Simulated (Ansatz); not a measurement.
TiS2 (CdI2 type)

```cif
data_S2Ti
_chemical_formula_sum 'Ti1 S2'
_space_group_name_H-M_alt 'P 1'
_space_group_IT_number 1
_cell_length_a 3.36050
_cell_length_b 3.36050
_cell_length_c 5.52286
_cell_angle_alpha 90.000
_cell_angle_beta 90.000
_cell_angle_gamma 120.000
loop_
_space_group_symop_operation_xyz
  'x, y, z'
loop_
_atom_site_label
_atom_site_type_symbol
_atom_site_fract_x
_atom_site_fract_y
_atom_site_fract_z
_atom_site_occupancy
Ti1 Ti 0.00000 0.00000 0.00000 1
S1 S 0.33333 0.66667 0.25856 1
S2 S 0.66667 0.33333 0.74144 1
```

The volume is varied about the relaxed value V₀ at fixed cell shape. The atoms relax within the cell's symmetry.

The numbers are results of PBE-D3(BJ) (plane waves to 420 eV, PAW, scalar-relativistic; Ansatz, a quantum-chemistry and plane-wave program), not measurements. k mesh 16×16×9 (Γ-centred), Fermi-Dirac smearing 0.05 eV. Energies are smeared free energies. With the shape held, the modulus is that of even scaling; a crystal free to change shape is softer. At this level the bands of TiS2 touch or barely overlap. The PAW data are Ansatz's earlier set. TiS2 is run without spin polarisation. TiS2 was relaxed with its symmetry unable to fall. The zero of ΔE is the relaxed starting cell. The last digit holds for this mesh only.

```json
[
 {"V (Å³/atom)": "16.924", "ΔE (meV/atom)": "11.4"},
 {"V (Å³/atom)": "17.104", "ΔE (meV/atom)": "7.8"},
 {"V (Å³/atom)": "17.284", "ΔE (meV/atom)": "4.9"},
 {"V (Å³/atom)": "17.464", "ΔE (meV/atom)": "2.7"},
 {"V (Å³/atom)": "17.644", "ΔE (meV/atom)": "1.2"},
 {"V (Å³/atom)": "17.824", "ΔE (meV/atom)": "0.3"},
 {"V (Å³/atom)": "18.004", "ΔE (meV/atom)": "0.0"},
 {"V (Å³/atom)": "18.185", "ΔE (meV/atom)": "0.3"},
 {"V (Å³/atom)": "18.365", "ΔE (meV/atom)": "1.1"},
 {"V (Å³/atom)": "18.545", "ΔE (meV/atom)": "2.4"},
 {"V (Å³/atom)": "18.725", "ΔE (meV/atom)": "4.2"},
 {"V (Å³/atom)": "18.905", "ΔE (meV/atom)": "6.5"},
 {"V (Å³/atom)": "19.085", "ΔE (meV/atom)": "9.2"}
]
```

What is the fitted pressure derivative B₀′?

4.3.

What bulk modulus at fixed cell shape B₀ follows from a third-order Birch-Murnaghan fit?

50.4 GPa.

(Under strain, the slope of the energy per volume gives the stress and its curvature an elastic modulus.)
